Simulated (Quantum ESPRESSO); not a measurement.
# Strain and stress in Si7P

These are calculations, not measurements. They come from pw.x of Quantum ESPRESSO 7.5, a plane-wave density functional program, with PseudoDojo standard norm-conserving files (v0.5 for PBE, v0.4.1 for LDA and PBEsol). The cells are made up: elements, strain and atom displacements were drawn at random, and nothing was relaxed. There is no spin polarisation, spin-orbit coupling or dispersion term.

The cell has 8 sites of a zincblende or diamond lattice. Sites 1 to 4 hold Si Si Si P; sites 5 to 8 hold Si Si Si Si. Cell vectors in Å: (5.601, 0.000, 0.000); (0.000, 5.601, 0.000); (0.000, 0.000, 5.601). Settings: PBE, cutoff 599 eV, 6 x 6 x 6 k mesh shifted by half a step, Fermi-Dirac smearing of 0.1 eV.

Each run adds the same linear strain along x, y and z to one cell, with the atoms carried along; the vectors above are those of run 5. Stress is positive in tension and P is minus a third of its trace. E is the free energy for each atom above the lowest run shown.

```
run,strain (%),s_xx (GPa),s_yy (GPa),s_zz (GPa),s_xy (GPa),P (GPa),E (meV/atom)
1,-2.37,0.98,1.16,1.19,1.73,-1.11,0.00
3,-1.66,2.62,2.78,2.79,1.59,-2.73,5.39
4,-0.81,4.33,4.48,4.47,1.44,-4.42,17.66
5,0.06,5.83,5.97,5.95,1.30,-5.92,36.06
6,0.90,7.08,7.20,7.17,1.17,-7.15,58.85
7,2.27,8.74,8.84,8.80,0.98,-8.79,105.37
2,-1.92,?,?,?,?,?,?
```

A rerun of one of these cells at 838 eV and k mesh 8 x 8 x 8 moved values by no more than 0.008 eV in the cell's energy, 0.13 GPa in stress and 0.017 eV/Å in force.

## Worked fit

A parabola through the six runs shown gives P = -5.82 - 1.63 e + 0.147 e² GPa, with e in per cent and a scatter of 0.03 GPa. A linear strain of 1 % changes the volume by about 3 %, so the bulk modulus of this cell with clamped atoms is about 54 ± 2 GPa at e = 0. The error is the larger of the fit's own and the change that a cubic makes, rounded up.

## Withheld run

Question: what P should run 2 give?

The fit gives -2.15 GPa. The calculation gave -2.16 GPa.

```
run,strain (%),s_xx (GPa),s_yy (GPa),s_zz (GPa),s_xy (GPa),P (GPa),E (meV/atom)
2,-1.92,2.04,2.21,2.22,1.65,-2.16,2.89
```